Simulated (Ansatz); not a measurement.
PtW in space group Cmcm (No. 63; W on 4c, Pt on 4c) at seven volumes, PBEsol in the plane-wave PAW code Ansatz, shape and atoms relaxed at each. One row is withheld.

```tsv
V (Å³/atom)	P (GPa)
13.852	?
14.308	23.15
14.765	10.59
15.222	0.01
15.678	-8.89
16.135	-16.35
16.591	-22.59
```

Fit the shown pressures and predict the withheld one.

Third-order Birch–Murnaghan: P = (3/2)B₀(x^(7/2) − x^(5/2))[1 + (3/4)(B′ − 4)(x − 1)] with x = (V₀/V)^(2/3). Least squares on the six rows gives V₀ = 15.222 Å³/atom, B₀ = 322.4 GPa, B′ = 4.79. At V = 13.852, x = 1.0649 and P = 38.14 GPa. The run itself gave 38.08 GPa.

The start of the workflow was typed in or built on a structure type; neither database checked (COD, Materials Project) lists it. Its standing as an ambient phase is unchecked. The PBEsol relaxation kept the symmetry of its start; its stability against distortions is not shown here. No spin polarisation was allowed. Spin–orbit coupling is left out wherever it is not named.

Potentials: the later of the program's two PAW sets.
